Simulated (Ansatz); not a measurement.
**Turning moments in Co**

The cell (2 atoms) is Co as a test cell of our own (not relaxed).

```yaml
crystal:
  lattice:
    - [2.50677, 0.00000, 0.00000]
    - [-1.25339, 2.17093, 0.00000]
    - [0.00000, 0.00000, 4.06863]
  atoms:
    - { symbol: Co, position: [0.33333, 0.66667, 0.25000] }
    - { symbol: Co, position: [0.66667, 0.33333, 0.75000] }
```

Atoms are numbered from 1 in the order listed.

Method: DFT, PBE, PAW (an earlier, harder data set), plane waves, scalar-relativistic in Ansatz.

```yaml
plane_wave_cutoff: 900 eV
k_point_mesh: 4×4×2 (Γ-centred)
occupations: Gaussian smearing, 0.1 eV
```

The mesh is coarse, so energy differences (and at times their sign) aren't converged.

Spins are non-collinear; moments are vectors (x, y, z) in μB. Without spin–orbit coupling a common rotation of all moments costs nothing, so only their relative directions matter.

The default search runs further SCF cycles only where the state itself hints at a lower one. With a search on, the program may also reshape the start on open shells.

A converged state need not be the lowest one of the cell; “lowest” counts the 2 runs made.

**Question.** Start Co1 (0.00, 0.00, 1.80), Co2 (0.00, 0.00, 1.80); default search for lower states. What happens?

**Answer.** It converges in 12 iterations: site vectors not recorded: net moment 3.37 μB, absolute moment 3.63 μB; none of the 2 converged runs lies measurably lower.
